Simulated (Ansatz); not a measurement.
# Zone-centre phonons of Be5Ge: input and output

Computed with Ansatz, DFT PBEsol, scalar-relativistic, plane waves, PAW.

It can be run as:
```bash
ansatz run input.yaml --threads 1 --pin off --backend cpu --events-out ev --progress --plain --runs-dir out  # memory cap (--max-ram) not shown
```

Input (bare energies are in eV):
```yaml
crystal:
  lattice:
    - [4.4068258475, 0.0, 0.0]
    - [-2.2034129238, 3.816423134, 0.0]
    - [0.0, 0.0, 3.5953445738]
  atoms:
    - { symbol: Be, position: [0.3333333333, 0.6666666667, 0.0] }
    - { symbol: Be, position: [0.6666666667, 0.3333333333, 0.0] }
    - { symbol: Be, position: [0.5, 0.0, 0.5] }
    - { symbol: Be, position: [0.5, 0.5, 0.5] }
    - { symbol: Be, position: [0.0, 0.5, 0.5] }
    - { symbol: Ge, position: [0.0, 0.0, 0.0] }
basis:
  ecutwfc: 420
kpoints:
  mp_grid: { grid: [9, 9, 10] }
hamiltonian:
  xc: pbesol
scf:
  occupations: { method: fermi_dirac, width: 0.15 }
output:
  eigenvalues: true
phonons:
  method: dfpt
  eigenvectors: true
```

Results section of the output:
```
--- Phonons (Γ-DFPT): 7 representative perturbations + reference, on 150 of 810 k-points (Σ response iterations 22) ---
  k mesh reduced under 4 symmetry operations, with k and −k counted as one. Each operation leaves every solved displacement unchanged or reverses it
  ASR residual: 8.831e-5 → 0.000e0 eV/Å²; symmetrization residual: 5.511e-6 eV/Å²
  ASR residual per site (eV/Å²): 8.83e-5 8.83e-5 3.44e-5 2.62e-5 2.62e-5 6.71e-5
  Γ frequencies (cm⁻¹): -48.56 0.00 0.00 0.00 93.53 107.27 107.27 332.56 332.56 386.97 386.97 454.98 454.98 523.65 573.21 573.21 682.94 701.54
  non-analytic LO–TO correction: not included (Born effective charges unavailable; polar crystals: no LO–TO splitting at Γ)
```

Its imaginary modes show that this cell, built by swapping an element in a database structure, isn't a minimum of the energy. In a metal, frequencies and elastic constants depend on the k mesh and the smearing, soft modes and shear constants most.

Negative frequencies stand for imaginary ones: the cell is unstable against these modes.